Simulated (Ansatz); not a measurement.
Here is the system:

Bi:
```yaml
crystal:
  lattice:
    - [4.52005, 0.00000, 0.00000]
    - [0.00000, 4.52005, 0.00000]
    - [0.00000, 0.00000, 3.25008]
  atoms:
    - { symbol: Bi, position: [0.00000, 0.50000, 0.56311] }
    - { symbol: Bi, position: [0.50000, 0.00000, 0.43689] }
```

This is the PBEsol-relaxed structure. Cartesian axes are those of the cell as given.

Q: All from plane-wave PAW PBEsol (Ansatz code), unless another level is named. Predict the highest zone-centre frequency.

A: 68 cm^-1.

Q: What about the Debye temperature from the elastic constants?

A: 121 K.

Q: And the elastic constants (relaxed ions, GPa)?

A: C11 = 45.9, C12 = 32.9, C13 = 37.7, C33 = 111, C44 = 5.3, C66 = 57.8.

Space group P4/nmm. The first step of the workflow began from a Materials Project structure, measured or hypothetical; the Crystallography Open Database copy checked does not list it. It is not the phase usual at ambient conditions (space group No. 166). Symmetry was held in the PBEsol relaxation; its stability against distortions is not shown here. As this level gives no gap, shear constants depend on the k-mesh and smearing (Fermi–Dirac, 0.1 eV here). As this level gives no gap, phonon frequencies hold no LO–TO term and depend on the k-mesh and smearing (Fermi–Dirac, 0.1 eV here). Scalar-relativistic: spin–orbit coupling is off unless named, which matters more the heavier the elements.

Potentials: the earlier of the program's two PAW sets. The files were generated under PBE; for other functionals the program regenerates the frozen cores, and for LDA and PBEsol the local potential too.
